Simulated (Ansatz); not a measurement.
Computed with Ansatz, DFT PBE, scalar-relativistic, plane waves, PAW. Settings: cutoff 420 eV, Γ-centred meshes spaced at most about 0.3 Å⁻¹ (2π included), Gaussian smearing. Collinear spin in cells that started with moments and kept them past the coarse steps, no spin elsewhere.

All energies are static (0 K, no zero-point motion).

Two relaxed structures of ScAgC6N6:

1. (no spin) Space group C2/m (No. 12), monoclinic, a = 10.821 Å, b = 10.822 Å, c = 8.120 Å, β = 131.3°. Sc is surrounded by 6 N at 2.14–2.23 Å; Ag has 4 C at 2.02 Å; C on a site of symmetry m has 1 N at 1.18 Å; around C on a site of symmetry 2 lie 1 N at 1.16 Å and 1 Ag at 2.02 Å; N on a site of symmetry m has 1 C at 1.18 Å and 1 Sc at 2.14 Å; 3 more sites not described.

2. (site moments Ag 0.7 μB) Space group Fm-3m (No. 225), cubic, a = 11.162 Å. Around Sc lie 6 N at 2.20 Å; Ag is surrounded by 6 C at 2.22 Å; around C lie 1 N at 1.17 Å and 1 Ag at 2.22 Å; N is surrounded by 1 C at 1.17 Å and 1 Sc at 2.20 Å.

Question: Which magnetic state is lower, and by how much?

Answer: Cell 1 is lower, by 45 meV/atom. The two are one arrangement of atoms in two magnetic states, so this is the energy between those states, with the strain that each brings. Cell 1 has space group C2/m (No. 12), 25.5 Å³/atom and a gap of 1.54 eV on its mesh; cell 2 has space group Fm-3m (No. 225), 24.8 Å³/atom and a gap of 0.67 eV. Even the lower one lies +0.33 eV/atom against the reference forms of the elements (uncorrected), so neither is stable at this level. Both come from invented guesses.

Kohn–Sham gaps at this level usually fall short of measured ones. The magnetic state reached may not be the lowest. Cells relaxed within their symmetry can be saddle points. The C2/m cell of ScAgC6N6 came from shaking the Fm-3m one.
